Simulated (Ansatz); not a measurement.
The relaxed structure here is a generated cell of Sb: the first start was made by placing the elements on the sites of a structure type, and the end was not matched to a known phase here, so it may be hypothetical. Known forms of Sb include space group No. 166.

A relaxed cell of Sb (P6₃/mmc (No. 194)), relaxed on a k-mesh at least as fine as the one used below. Level of theory: PBEsol (plane waves to 420 eV, PAW, scalar-relativistic; Ansatz, a first-principles code). Γ-centred k-mesh 8×8×6 on the run's cell (coarser than for final values), Fermi–Dirac smearing 0.05 eV.

```
CELL_PARAMETERS angstrom
      5.07216     0.00000     0.00000
     -2.53608     4.39262     0.00000
      0.00000     0.00000     5.95750
ATOMIC_POSITIONS crystal
  Sb 0.00000 0.00000 0.25000
  Sb 0.00000 0.00000 0.75000
  Sb 0.33333 0.66667 0.25000
  Sb 0.66667 0.33333 0.75000
```

The atoms are displaced along an unstable phonon of this cell by (Å):

```tsv
atom	ux	uy	uz
Sb1	0.000	0.000	0.023
Sb2	0.000	0.000	-0.023
Sb3	0.000	0.000	-0.150
Sb4	0.000	0.000	0.150
```

Task: What forces (eV/Å) and pressure result?

Result: 
| atom | Fx | Fy | Fz |
|---|---|---|---|
| Sb1 | 0.00 | 0.00 | 0.06 |
| Sb2 | 0.00 | 0.00 | -0.06 |
| Sb3 | 0.00 | 0.00 | -0.27 |
| Sb4 | 0.00 | 0.00 | 0.27 |

Pressure 0.0 GPa.

The undisplaced cell is probably no minimum: from this displacement the run went on to P-3m1 (No. 164), 0.30 eV/atom below it.

No spin polarisation in the result.
